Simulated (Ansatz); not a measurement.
TiC (rock salt, Fm-3m) at seven volumes, DFT-PBEsol in the program Ansatz with PAW potentials, scaled uniformly. One row is withheld.

```json
[
 {"V (Å³/atom)": "9.001", "P (GPa)": "30.38"},
 {"V (Å³/atom)": "9.298", "P (GPa)": "18.69"},
 {"V (Å³/atom)": "9.595", "P (GPa)": "8.64"},
 {"V (Å³/atom)": "9.891", "P (GPa)": "-0.01"},
 {"V (Å³/atom)": "10.188", "P (GPa)": "-7.45"},
 {"V (Å³/atom)": "10.485", "P (GPa)": "-13.86"},
 {"V (Å³/atom)": "10.782", "P (GPa)": "?"}
]
```

Task: Fit the shown pressures and predict the withheld one.

Result: P = (3/2)B₀(x^(7/2) − x^(5/2))[1 + (3/4)(B′ − 4)(x − 1)] with x = (V₀/V)^(2/3). Least squares on the six rows gives V₀ = 9.891 Å³/atom, B₀ = 267 GPa, B′ = 3.97. At V = 10.782, x = 0.9441 and P = -19.41 GPa. The run itself gave -19.37 GPa.

Symmetry was held in the PBEsol relaxation; of distortions, only those at the zone centre were tested. The run is not spin-polarised.

Potentials: the later of the program's two PAW sets.
